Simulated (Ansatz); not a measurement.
MgO:
```yaml
crystal:
  lattice:
    - [3.29028, 0.00000, 0.00000]
    - [-1.64514, 2.84947, 0.00000]
    - [0.00000, 0.00000, 5.03784]
  atoms:
    - { symbol: Mg, position: [0.33333, 0.66667, 0.00494] }
    - { symbol: Mg, position: [0.66667, 0.33333, 0.50494] }
    - { symbol: O, position: [0.33333, 0.66667, 0.39966] }
    - { symbol: O, position: [0.66667, 0.33333, 0.89966] }
```

Tensor components refer to the Cartesian frame of this cell.

Problem. Give the high-frequency dielectric tensor and the Born effective charge tensors of the independent atoms from DFPT, r²SCAN in the plane-wave PAW code Ansatz.

Solution. 
ε∞:
```
2.79  0.00  0.00
0.00  2.79  0.00
0.00  0.00  2.87
```
Z* of atom 1 (Mg), rows: field, columns: displacement, in e:
```
1.80  0.00  0.00
0.00  1.80  0.00
0.00  0.00  1.90
```
Z* of atom 3 (O), rows: field, columns: displacement, in e:
```
-1.80   0.00   0.00
 0.00  -1.80   0.00
 0.00   0.00  -1.90
```

Static charges for comparison (Bader): Mg1 +1.73, O3 -1.73 e. Born charges measure polarisation by displacement and can exceed these by far.

Space group P6_3mc (wurtzite). The first step of the workflow began from a Materials Project structure, measured or hypothetical; the Crystallography Open Database copy checked does not list it. It is not the phase usual at ambient conditions (space group No. 225). The cell was relaxed with r²SCAN under the symmetry of its start; its stability against distortions is not shown here.

Potentials: the earlier of the program's two PAW sets. The files were generated under PBE; for other functionals the program regenerates the frozen cores, and for LDA and PBEsol the local potential too.
